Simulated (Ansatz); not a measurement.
**Computed frozen-phonon scan: Ta (bcc, W type)**

Starting cell, Ta (bcc, W type):

```xyz
2
Lattice="-3.3051 3.3051 3.3051 1.6526 -1.6526 1.6526 1.6526 1.6526 -1.6526" Properties=species:S:1:pos:R:3 pbc="T T T"
Ta     0.0000     0.0000     0.0000
Ta    -1.6526     1.6526     1.6526
```

A phonon eigenvector at N = (0.5, 0.0, 0.0) is frozen into this cell: atom i moves by Q times the vector below, so Q is the largest atomic displacement, in Å. The cell is held. (q is in reciprocal vectors of the primitive cell; the cell shown is doubled to hold the pattern.)

```csv
atom,x,y,z
Ta1,1.000,0.000,0.000
Ta2,-1.000,0.000,0.000
```

The numbers are results of r2SCAN (plane waves to 500 eV, PAW, scalar-relativistic; Ansatz, a quantum-chemistry and plane-wave program), not measurements. k mesh 10×20×20 (Γ-centred), Fermi-Dirac smearing 0.05 eV. E stands for the smeared free energy. Stress and pressure are positive under compression. With partly filled bands, energies and forces of such displacements shift with the k mesh and the smearing. Spin-orbit coupling is left out, though Ta is heavy. Ta is run without spin polarisation. Ta was relaxed with its symmetry unable to fall. The PAW data are Ansatz's earlier set. ΔE is measured from the undisplaced structure.

| Q (Å) | ΔE (meV/cell) | −dE/dQ from forces (eV/Å) | P (GPa) |
|---|---|---|---|
| -0.100 | 143 | 2.669 | 0.6 |
| -0.083 | 101 | 2.310 | 0.5 |
| -0.067 | 66 | 1.909 | 0.3 |
| -0.050 | 38 | 1.474 | 0.2 |
| -0.033 | 17 | 1.005 | 0.1 |
| -0.017 | 4 | 0.510 | 0.0 |
| 0.000 | 0 | 0.000 | 0.0 |
| 0.017 | 4 | -0.510 | 0.0 |
| 0.033 | 17 | -1.005 | 0.1 |
| 0.050 | 38 | -1.474 | 0.2 |
| 0.067 | 66 | -1.909 | 0.3 |
| 0.083 | 101 | -2.310 | 0.5 |
| 0.100 | 143 | -2.669 | 0.6 |

Read from the data:

The energy at Q = 0.100 Å is 143 meV/cell. Space group of the distorted cell: Cmcm (No. 63), lowered from Im-3m. Symmetry of the curve: even: the same for both signs. Shape of the curve: a single well with its minimum at or next to zero displacement. Harmonic wavenumber from the curvature (finite differences): 152 cm⁻¹. Wavenumber by perturbation theory (DFPT, on another k mesh): 152 cm⁻¹.

The 13 points together took roughly 17 core-minutes.

(For displaced atoms, the force is minus the slope of the energy, and its curvature is a force constant, which sets phonon frequencies.)
